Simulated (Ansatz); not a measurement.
# Nuclear-site quantities of Pd as the cell is scaled

```
CELL_PARAMETERS angstrom
0.00000 1.94490 1.94490
1.94490 0.00000 1.94490
1.94490 1.94490 0.00000
ATOMIC_POSITIONS crystal
Pd 0.00000 0.00000 0.00000
```

The cell is COD entry 9008478, as deposited and not checked against the literature; nothing was relaxed.

Spin polarisation is left out, and whether a magnetic state lies lower isn't shown here.

These are results of DFT, PBEsol, all-electron PAW with datasets made for the crystal, scalar-relativistic in Ansatz 0.2.0, not measurements.

Sampling and basis: a Γ-centred 18×18×18 k mesh, Fermi–Dirac smearing of 0.05 eV, cutoff 280 eV (chosen by the program for this cell), no spin polarisation.

The contact density is the mean electron density over the nuclear volume; its changes follow the s electrons' response to bonding and compression. Changes below are taken from the unscaled cell, where it is 864351 e/Å³ at Pd.

Volumes at which the program chose other datasets or cutoffs are left out.

The datasets are made afresh for each cell, so very small changes are uncertain.

(1) Does compression raise or lower the contact density at Pd?

(2) Tabulate the changes with volume.

Answers

(1) It raises it, by 5.55 e/Å³ over the whole range.

(2) 
```
V/V(cell)  P (GPa)  Δρ(0) Pd (e/Å³)
   0.9400     11.9             5.55
   0.9600      6.5             3.52
   0.9800      1.9             1.53
   0.9900     -0.3             0.56
   1.0000     -2.3             0.00
```
